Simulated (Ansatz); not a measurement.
TaAs:
```cif
data_As4Ta4
_chemical_formula_sum 'Ta4 As4'
_space_group_name_H-M_alt 'I41md'
_space_group_IT_number 109
_space_group_name_Hall 'I 4bw -2'
_cell_length_a 3.44115
_cell_length_b 3.44115
_cell_length_c 11.71640
_cell_angle_alpha 90.000
_cell_angle_beta 90.000
_cell_angle_gamma 90.000
loop_
_atom_site_label
_atom_site_type_symbol
_atom_site_symmetry_multiplicity
_atom_site_Wyckoff_symbol
_atom_site_fract_x
_atom_site_fract_y
_atom_site_fract_z
_atom_site_occupancy
Ta1 Ta 4 a 0.00000 0.50000 0.00000 1
As1 As 4 a 0.00000 0.00000 0.33260 1
```
(The calculation used a cell of 4 atoms; values per cell refer to that cell.)

Relaxed at zero pressure with r²SCAN (plane waves, PAW; program Ansatz).

Problem. The volume is raised by 3 % and shape and atoms relax at that volume. What pressure results, and how do the axes share the change?

Solution. -5.2 GPa; a 0.8 %, b 0.8 %, c 1.3 %; the energy rises by 9 meV/atom.

Problem. Give the new structure.

Solution. 
Space group I4₁md (No. 109); a = b = 3.4697 Å, c = 11.8700 Å, α = β = γ = 90.00°

```tsv
atom	site	symmetry	x	y	z
Ta	4a	2mm.	0.0000	0.0000	0.7498
As	4a	2mm.	0.0000	0.0000	0.3328
```

The phase is kept; no other phase was compared at this pressure.

Space group I4_1md. The r²SCAN relaxation kept the symmetry of its start. The run is not spin-polarised. Scalar-relativistic: spin–orbit coupling is off unless named, which matters more the heavier the elements.

Potentials: the earlier of the program's two PAW sets.
